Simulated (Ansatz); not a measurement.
Space group R-3m:H (No. 166). a = 3.964 Å, b = 3.964 Å, c = 19.833 Å, α = 90.00°, β = 90.00°, γ = 120.00°
| atom | site | symmetry | x | y | z |
| --- | --- | --- | --- | --- | --- |
| Te | 6c | 3m | 0.6667 | 0.3333 | 0.9318 |
| Pt | 6c | 3m | 0.0000 | 0.0000 | 0.8698 |

Equation of state of this TePt structure (not necessarily the ground state), with shape and atoms relaxed at each volume where symmetry leaves them free. It has no gap at any of these volumes. These are results of DFT PBEsol, scalar-relativistic, plane waves, PAW in Ansatz 0.2.0, not measurements.

Settings: cutoff 420 eV, Γ-centred mesh 12×12×12 on the computed 4-atom cell, Gaussian smearing of 0.10 eV; no spin polarisation.

```json
{"V (Å³/atom)": "21.140", "E − E(largest V) (meV/atom)": "7.43", "P (GPa)": "5.31"}
{"V (Å³/atom)": "21.815", "E − E(largest V) (meV/atom)": "-8.48", "P (GPa)": "2.31"}
{"V (Å³/atom)": "22.489", "E − E(largest V) (meV/atom)": "-13.20", "P (GPa)": "0.01"}
{"V (Å³/atom)": "23.164", "E − E(largest V) (meV/atom)": "-9.38", "P (GPa)": "-1.64"}
{"V (Å³/atom)": "23.839", "E − E(largest V) (meV/atom)": "0.00", "P (GPa)": "-2.63"}
```

Task: Fit a third-order Birch–Murnaghan equation to E(V).

Result: V0 = 22.49 Å³/atom, B0 = 65 GPa, B0' = 10.2. B0' is unusual or poorly fixed by this range.

Spin-orbit coupling is left out, which matters for the bands of heavy elements.